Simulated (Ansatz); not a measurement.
A trial cell of Si2C, before relaxation:

```xyz
9
Lattice="4.3997 0.0000 0.0000 -2.1999 3.8103 0.0000 0.0000 0.0000 5.1612" Properties=species:S:1:pos:R:3 pbc="T T T"
Si    0.1710    0.9401    1.6307
Si    1.3002    3.4884    3.3511
Si   -1.4713    3.1921    5.0714
Si    1.4713    3.1921    1.8101
Si   -0.1710    0.9401    0.0897
Si   -1.3002    3.4884    3.5305
C     1.8328    1.4820    1.7204
C     2.1999    0.8463    3.4408
C     2.5669    1.4820    0.0000
```

All numbers below come from DFT PBE, scalar-relativistic, plane waves, PAW (Ansatz 0.2.0). Cutoff 420 eV, Gaussian smearing, Γ-centred meshes. Cell and atoms relax first on a coarse mesh and then on a finer one. In between, the cell is made exact in the group found at 0.06 Å. In metals the finer mesh still leaves noise of several meV/atom or more. The steps can't lower the symmetry of their start. No spin polarisation in the relaxation; trial moments died out in a coarse test.

A guess keeps its type if space group and coordination stay and the shape of the cell changes little (axis ratios within about 15 %, angles within 6°); the volume may change.

Problem. Does this structure survive the relaxation?

Solution. It doesn't keep its type. The symmetry stays P3_112 (No. 151). The volume per atom grows by 48.7 %, from 9.6 to 14.3 Å³. The shortest distance goes from 1.58 Å (Si–Si) to 1.47 Å (C–C). The ratio c/a of the conventional cell changes by a factor of 0.53. Counting neighbours within 15 % of an atom's shortest distance, the start has C 4, Si 3 and the end C 2, Si 3. In detail, at the end Si has 1 C at 2.08 Å, 3 Si at 2.31–2.46 Å, 1 Si at 2.62 Å and 1 C at 2.62 Å; around C lie 2 C at 1.47 Å, 2 Si at 2.08 Å and 2 Si at 2.62 Å.

```
CELL_PARAMETERS angstrom
6.21688 0.00000 0.00000
-3.10844 5.38398 0.00000
0.00000 0.00000 3.84318
ATOMIC_POSITIONS crystal
Si 0.27172 0.31576 0.40475
Si 0.68424 0.95596 0.73808
Si 0.04404 0.72828 0.07141
Si 0.68424 0.72828 0.26192
Si 0.04404 0.31576 0.92859
Si 0.27172 0.95596 0.59525
C 0.62794 0.37206 0.33333
C 0.62794 0.25588 0.66667
C 0.74412 0.37206 0.00000
```

Energies over the elements count from the elements' standard structures at the same level, with no fitted energy shifts.

Problem. At what energy does it end?

Solution. +0.79 eV/atom. It can't be a ground state, since the elements alone are lower.

The last run used a 6×6×10 mesh (in the run's order of axes) for its 9-atom cell and Gaussian smearing of 0.10 eV. The reference form of C is held partly by dispersion forces, which this level lacks. Symmetry constrained the relaxation, so the result can be a saddle point.
